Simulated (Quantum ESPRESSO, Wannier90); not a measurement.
# Wannier functions of SnPbS2 (R-3m)

```
begin unit_cell_cart
ang
   -2.0964350141    3.6311319592    0.0000000000
   -4.1928700282    0.0000000000    0.0000000000
   -2.0964350141    1.2103773197    6.8533200000
end unit_cell_cart
begin atoms_frac
Sn   0.5000000000  0.5000000000  0.5000000000
Pb   0.0000000000  0.0000000000  0.0000000000
S   -0.2472090000 -0.2472090000 -0.2583730000
S    0.2472090000  0.2472090000  0.2583730000
end atoms_frac
```

Structure: Materials Project mp-1218952, symmetrised, not relaxed again. Not found in the COD (Crystallography Open Database) copy used; not checked further. Method: PBEsol plane waves in Quantum ESPRESSO 7.5 (PseudoDojo norm-conserving files, 58 Ry, spinors with spin-orbit coupling), Bloch states on a 6×6×6 mesh through Γ, Wannier90 4.0.1. Density: 8×8×8 mesh, Gaussian smearing 0.01 Ry. With spin-orbit coupling a semilocal functional can close or falsely invert a small gap; the band order was not checked against a better method. The gap is small at this level and was sampled on the meshes and a path alone.

A tight-binding model is made by disentanglement and projection with no localisation steps (num_iter = 0), so the 32 orbitals stay atom-like: hydrogen-like Sn: s;p; Pb: s;p; S: s;p, axes along x, y, z; frozen window up to 4.62 eV relative to the valence-band maximum. It follows pw.x to 7.4 meV rms for states up to 1.2 eV relative to the valence-band maximum. Matrix elements depend on this choice of orbitals and windows.

The 30 largest hoppings ⟨m,0|H|n,R⟩ between different sites (one of each Hermitian pair; signs follow the real orbitals' lobes; the list may end inside a set of equal values):

| m | n | R | distance of the centres (Å) | t (eV) | Im t (eV) |
|---|---|---|---|---|---|
| Sn1 py↓ | S3 py↓ | 0 1 1 | 2.94 | 1.114 | 0.000 |
| Sn1 py↑ | S3 py↑ | 0 1 1 | 2.93 | 1.114 | 0.000 |
| Sn1 py↑ | S4 py↑ | 1 0 0 | 2.95 | 1.114 | 0.000 |
| Sn1 py↓ | S4 py↓ | 1 0 0 | 2.94 | 1.114 | 0.000 |
| Sn1 py↑ | S3 pz↑ | 0 1 1 | 2.93 | -1.059 | 0.000 |
| Sn1 py↓ | S4 pz↓ | 1 0 0 | 2.94 | -1.059 | 0.000 |
| Sn1 py↓ | S3 pz↓ | 0 1 1 | 2.94 | -1.059 | 0.000 |
| Sn1 py↑ | S4 pz↑ | 1 0 0 | 2.95 | -1.059 | 0.000 |
| Sn1 pz↓ | S4 py↓ | 1 0 0 | 2.94 | -1.051 | 0.000 |
| Sn1 pz↑ | S3 py↑ | 0 1 1 | 2.94 | -1.051 | 0.000 |
| Sn1 pz↑ | S4 py↑ | 1 0 0 | 2.94 | -1.051 | 0.000 |
| Sn1 pz↓ | S3 py↓ | 0 1 1 | 2.94 | -1.051 | 0.000 |
| Sn1 s↑ | S3 py↑ | 0 1 1 | 2.94 | -1.016 | 0.000 |
| Sn1 s↓ | S4 py↓ | 1 0 0 | 2.94 | 1.016 | 0.000 |
| Sn1 s↓ | S3 py↓ | 0 1 1 | 2.94 | -1.016 | 0.000 |
| Sn1 s↑ | S4 py↑ | 1 0 0 | 2.94 | 1.015 | 0.000 |
| S4 py↓ | Pb2 pz↓ | 1 0 0 | 2.98 | -1.011 | 0.000 |
| Pb2 pz↑ | S3 py↑ | 1 0 0 | 2.99 | -1.011 | 0.000 |
| S4 py↑ | Pb2 pz↑ | 1 0 0 | 2.99 | -1.010 | 0.000 |
| Pb2 pz↓ | S3 py↓ | 1 0 0 | 3.00 | -1.010 | 0.000 |
| Pb2 py↑ | S3 pz↑ | 1 0 0 | 3.00 | -1.003 | 0.000 |
| S4 pz↓ | Pb2 py↓ | 1 0 0 | 3.00 | -1.003 | 0.000 |
| Pb2 py↓ | S3 pz↓ | 1 0 0 | 2.99 | -1.003 | 0.000 |
| S4 pz↑ | Pb2 py↑ | 1 0 0 | 2.98 | -1.003 | 0.000 |
| Pb2 py↓ | S3 py↓ | 1 0 0 | 2.99 | 0.995 | 0.000 |
| Pb2 py↑ | S3 py↑ | 1 0 0 | 3.00 | 0.995 | 0.000 |
| S4 py↑ | Pb2 py↑ | 1 0 0 | 2.98 | 0.995 | 0.000 |
| S4 py↓ | Pb2 py↓ | 1 0 0 | 2.99 | 0.995 | 0.000 |
| Sn1 px↑ | S4 pz↑ | 0 1 0 | 2.94 | 0.917 | 0.000 |
| S4 pz↓ | Sn1 px↓ | 0 0 0 | 2.94 | -0.917 | -0.001 |
